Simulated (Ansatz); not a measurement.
Al:
```
Al
1.0
    0.00000     3.68734     3.68734
    3.68734     0.00000     3.68734
    3.68734     3.68734     0.00000
Al
6
Direct
  0.75000   0.75000   0.75000
  0.50000   0.50000   0.50000
  0.12500   0.62500   0.12500
  0.12500   0.12500   0.12500
  0.62500   0.12500   0.12500
  0.12500   0.12500   0.62500
```

Relaxed with r²SCAN.

**Question.** Map the electron localisation function on the plane through (0.125, 0.625, 0.125) spanned by u = [1, 1, 0] and v = [1, -1, 0] in lattice vectors, from the program Ansatz at the r²SCAN level (PAW).

**Answer.** x is the fraction of u, y of v (the angle between them is 90°; rows are the nearest grid lines); atoms in the plane: Al at (0.00, 0.00), Al at (0.50, 0.50), Al at (0.25, 0.75), Al at (0.75, 0.25), Al at (0.00, 0.50), Al at (0.50, 0.00).
```
y \ x   0.000  0.100  0.175  0.275  0.375  0.450  0.550  0.625  0.725  0.825  0.900   1.00
------  -----  -----  -----  -----  -----  -----  -----  -----  -----  -----  -----  -----
1.00    0.741  0.524  0.539  0.500  0.605  0.036  0.036  0.605  0.500  0.539  0.524  0.741
0.923   0.030  0.644  0.633  0.496  0.674  0.163  0.116  0.531  0.410  0.443  0.512  0.030
0.846   0.486  0.687  0.528  0.077  0.689  0.616  0.540  0.477  0.391  0.401  0.532  0.486
0.769   0.688  0.669  0.302  0.126  0.678  0.677  0.636  0.444  0.402  0.391  0.505  0.688
0.692   0.657  0.677  0.394  0.031  0.685  0.676  0.627  0.456  0.397  0.394  0.517  0.657
0.615   0.154  0.681  0.617  0.293  0.687  0.420  0.326  0.503  0.393  0.416  0.531  0.154
0.538   0.200  0.583  0.595  0.542  0.646  0.059  0.050  0.564  0.447  0.485  0.501  0.200
0.462   0.200  0.501  0.485  0.447  0.564  0.050  0.059  0.646  0.542  0.595  0.583  0.200
0.385   0.154  0.531  0.416  0.393  0.503  0.326  0.420  0.687  0.293  0.617  0.681  0.154
0.308   0.657  0.517  0.394  0.397  0.456  0.627  0.676  0.685  0.031  0.394  0.677  0.657
0.231   0.688  0.505  0.391  0.402  0.444  0.636  0.677  0.678  0.126  0.302  0.669  0.688
0.154   0.486  0.532  0.401  0.391  0.477  0.540  0.616  0.689  0.077  0.528  0.687  0.486
0.0769  0.030  0.512  0.443  0.410  0.531  0.116  0.163  0.674  0.496  0.633  0.644  0.030
0.000   0.741  0.524  0.539  0.500  0.605  0.036  0.036  0.605  0.500  0.539  0.524  0.741
```

The density is the valence pseudo-density with augmentation charge, so density and ELF within about 1 Å of a nucleus are not all-electron values.

Space group Fd-3m. The start of the workflow was typed in or built on a structure type; neither database checked (COD, Materials Project) lists it. It is not the phase usual at ambient conditions (space group No. 225). Symmetry was held in the r²SCAN relaxation; whether a distortion lowers the energy is not shown.

Potentials: the earlier of the program's two PAW sets.
